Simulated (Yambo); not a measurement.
```xyz
9
Lattice="2.9683 0.0000 0.0000 0.0002 4.7076 0.0000 1.4836 0.2424 7.0835" Properties=species:S:1:pos:R:3 pbc="T T T"
O      2.9810     4.0496     6.1824
O      1.4963     3.4426     3.8924
O      2.9805     3.3040     1.3827
O      1.4965     1.6500     5.7107
O      2.9795     1.5110     3.2010
O      1.4967     0.9039     0.9102
Ti     2.9797     2.6162     4.8486
Ti     1.4933     2.3379     2.2455
Ti     0.0111     0.0021     0.0050
```

TiO$_{2}$ (space group P1, No. 1, within 0.06 Å of C2/m): mean Im ε in 1 eV windows above the direct gap of 3.86 eV, for different electron-hole kernels (Yambo, broadening 0.15 eV, PBEsol (pw.x of Quantum ESPRESSO, ONCV potentials, without SOC) bands; 6×4×4 mesh, 15 valence and 10 conduction bands, static screening with 72 bands and a 3 Ry block, scissor 1.55 eV, Tamm-Dancoff; field along x).

```
window (eV)  independent quasiparticles  RPA (no attraction)  BSE
-----------  --------------------------  -------------------  ---
3.9 to 4.9                          4.8                  4.2   13
4.9 to 5.9                           10                  9.9  6.6
5.9 to 6.9                          6.5                  6.8  4.3
```

This run doesn't resolve bound excitons or single peaks, so only averages are given, and they too depend on the mesh; weight that the attraction moves below the gap isn't listed. All transitions below 7.63 eV are in the band window. The scissor comes from a G0W0 run whose convergence isn't established.

Geometry of the Materials Project entry, not relaxed at this level.

This is not the ordinary phase of the substance; no match was found in the copy of COD used, and its stability was not checked.
